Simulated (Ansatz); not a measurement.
Space group P6_3/mmc (No. 194). a = 3.166 Å, b = 3.166 Å, c = 13.717 Å, α = 90.00°, β = 90.00°, γ = 120.00°
```json
{"atom": "Ti", "site": "4f", "symmetry": "3m.", "x": "0.3333", "y": "0.6667", "z": "0.0810"}
{"atom": "Sn", "site": "2d", "symmetry": "-6m2", "x": "0.3333", "y": "0.6667", "z": "0.7500"}
{"atom": "C", "site": "2a", "symmetry": "-3m.", "x": "0.0000", "y": "0.0000", "z": "0.0000"}
```

Equation of state of this Ti$_{2}$SnC structure (not necessarily the ground state), with shape and atoms relaxed at each volume where symmetry leaves them free. It has no gap at any of these volumes. The calculation used DFT r2SCAN, scalar-relativistic, plane waves, PAW (Ansatz 0.2.0).

Settings: cutoff 500 eV, Γ-centred mesh 12×12×4 on the computed 8-atom cell, Gaussian smearing of 0.10 eV; no spin polarisation.

```tsv
V (Å³/atom)	E − E(largest V) (meV/atom)	P (GPa)
13.986	5.74	10.44
14.433	-15.21	4.80
14.879	-21.68	0.02
15.326	-15.96	-4.00
15.772	0.00	-7.36
```

**Question.** Fit a third-order Birch–Murnaghan equation to E(V).

**Answer.** V0 = 14.88 Å³/atom, B0 = 145 GPa, B0' = 4.8.

Cost: 5 runs of about 18 core-minutes in all, on Arm Neoverse V1 (shared hosts).